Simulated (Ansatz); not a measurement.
# Calculated ⁵⁷Fe Mössbauer parameters for RbFe3H6Se2O14 at a changed volume

Cell: a measured structure from the Crystallography Open Database (COD), relaxed with PBE at fixed cell and then changed (volume scaled by 0.96).

```cif
data_RbFe3H6Se2O14
_symmetry_space_group_name_H-M 'R-3m:H'
_symmetry_Int_Tables_number 166
_cell_length_a 7.3022
_cell_length_b 7.3022
_cell_length_c 17.5752
_cell_angle_alpha 90.000
_cell_angle_beta 90.000
_cell_angle_gamma 120.000
loop_
_atom_site_label
_atom_site_type_symbol
_atom_site_symmetry_multiplicity
_atom_site_Wyckoff_symbol
_atom_site_fract_x
_atom_site_fract_y
_atom_site_fract_z
Rb Rb 3 a 0.0000 0.0000 0.0000
Fe Fe 9 d 0.3333 0.1667 0.1667
H H 18 h 0.8628 0.7256 0.4496
Se Se 6 c 0.0000 0.0000 0.3118
O13 O 6 c 0.0000 0.0000 0.4051
O15 O 18 h 0.2452 0.1226 0.2797
O21 O 18 h 0.7941 0.5882 0.4748
```

One atom of each set is listed; the run and its k-mesh use a cell of 26 atoms with edges of 7.22, 7.22, 7.22 Å.

Level of theory: DFT, PBE, plane waves and PAW, scalar-relativistic, collinear spin, 420 eV cutoff, Γ-centred 6×6×6 k-points, Fermi–Dirac smearing 0.05 eV (Ansatz 0.2.0). Start moments as typed (μB): 5 on each Fe, none on the rest. The program fits them to the shells of the files, so those used differ somewhat.

Isomer shifts (against α-Fe) follow from the electron density at the nucleus, δ = α(ρ − ρ₀), with α = -0.366 mm s⁻¹ a₀³ and ρ₀ = 14904.00 a₀⁻³ from a line fitted to 10 measured compounds at this level of theory (rms miss 0.11 mm/s). ΔE_Q = ½eQV_zz(1 + η²/3)^½ with Q = 0.160 b for the 14.4 keV state. B_c is the Fermi-contact field along the atom's own moment; orbital and dipolar fields are not included.

Task: Where do the absorption lines lie when the magnetic splitting is averaged out (above the ordering temperature, with the gradients of this state)?

Result: Fe (3 atoms a cell): δ = 0.52, |ΔE_Q| = 0.90 mm/s, a doublet at 0.07 and 0.98 mm/s.

Task: And the six lines of Fe from the contact field alone, leaving the quadrupole term aside?

Result: With |B_c| = 23.8 T and nuclear moments 0.090604 and -0.15532 μN the lines lie at -3.31, -1.70, -0.08, 1.13, 2.74, 4.35 mm/s, in the ratio 3:2:1:1:2:3 for a powder. High-spin Fe(III) in oxides shows about 50 T, so a measured sextet would be far wider.

Runs of this kind can end above the lowest electronic state. The run finds no gap above 0.1 eV (a metal, or nearly one), so the gradients can move by 10 % or more with the k-mesh. Semilocal functionals can leave a metal where correlation in the d or f shell opens a gap in the real compound, and that would change the values at and beside Fe. With these PAW files V_zz is typically within 2 to 3 % of all-electron values, but misses above 10 % occur on Fe. At this changed cell the PBE pressure is 8 GPa. The atoms aren't relaxed in the changed cell (largest force 0.8 eV/Å). All moments are parallel here, as the start or the cell imposes; many such compounds order antiparallel, where fields and spin densities carried over to other atoms largely cancel. The magnetic order is the one that the run reached from its start moments, not necessarily the measured one; the program found signs of a lower order. Semilocal functionals underestimate the core's spin polarisation, so contact fields of ionic iron come out too small in magnitude.

The run took 6.2 min of wall time (12 min of CPU time) and 1.9 GiB at its peak, on 2 threads of Intel Xeon Processor @ 2.50GHz (Skylake/Cascade Lake) (x86_64; 62 cores open to the job, memory cap 5.0 GiB, no GPU), a shared host with a load of 0.8 a core.
